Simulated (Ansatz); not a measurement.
**Step by step: MnRh, relaxation of cell and atoms**

The calculation used DFT, LDA, all-electron LAPW, scalar-relativistic in Ansatz 0.2.0.

Command: `ansatz run input.yaml --threads 1 --pin off --max-ram 3072MiB --backend cpu --events-out ev --progress --plain --runs-dir out` The run took 2.2 min on 1 thread of Arm Neoverse V1, on a shared host.

```yaml
crystal:
  lattice:
    - [3.0840572252, 0.0, 0.0]
    - [0.0, 3.0840572252, 0.0]
    - [0.0, 0.0, 3.0840572252]
  atoms:
    - { symbol: Mn, position: [0.0, 0.0, 0.0], spin: 4.0 }
    - { symbol: Rh, position: [0.5, 0.5, 0.5] }
magnetization:
  spin_polarized: true
kpoints:
  mp_grid: { grid: [11, 11, 11] }
scf:
  occupations: { method: fermi_dirac, width: 0.05 }
hamiltonian:
  xc: lda
  pseudopotentials: { kind: all_electron, lapw: { basis_error: 0.001 } }
output:
  forces: true
  stress: true
relax:
  f_tol: 0.005
  max_steps: 80
  cell: {}
```

The run is spin-polarised from parallel moments and ends with 3.94 μB in the cell; other orders may lie lower.

The cell comes from COD entry 1522186, which wasn't checked; take it as a given geometry. The listed cell was then made from it by scaling, straining or moving an atom.

Each frame lists the cell vectors (Å), then Cartesian positions (Å); symmetry keeps all forces zero. Free energies count from the first step, -161533.4889 eV.

The walk took 5 evaluations in all; steps that aren't listed are left out.

Step 1: E = 0.0 meV, P = -21.67 GPa

```
cell 3.0841 0.0000 0.0000 0.0000 3.0841 0.0000 0.0000 0.0000 3.0841
Mn    0.0000    0.0000    0.0000
Rh    1.5420    1.5420    1.5420
```

Step 2: E = -266.5 meV, P = 4.78 GPa

```
cell 2.9337 0.0000 0.0000 0.0000 2.9337 0.0000 0.0000 0.0000 2.9337
Mn    0.0000    0.0000    0.0000
Rh    1.4669    1.4669    1.4669
```

Step 3: E = -273.3 meV, P = -1.30 GPa

```
cell 2.9587 0.0000 0.0000 0.0000 2.9587 0.0000 0.0000 0.0000 2.9587
Mn    0.0000    0.0000    0.0000
Rh    1.4794    1.4794    1.4794
```

(1) How does the relaxation end?

Answers

(1) It converges, with a = 2.953 Å, b = 2.953 Å, c = 2.953 Å, α = 90.00°, β = 90.00°, γ = 90.00° (conventional cell, space group Pm-3m). The last solve (on a basis chosen afresh for the final cell, so its energy is not quite comparable) gives E = -273.9 meV, P = -0.02 GPa:
```
cell 2.9532 0.0000 0.0000 0.0000 2.9532 0.0000 0.0000 0.0000 2.9532
Mn    0.0000    0.0000    0.0000
Rh    1.4766    1.4766    1.4766
```
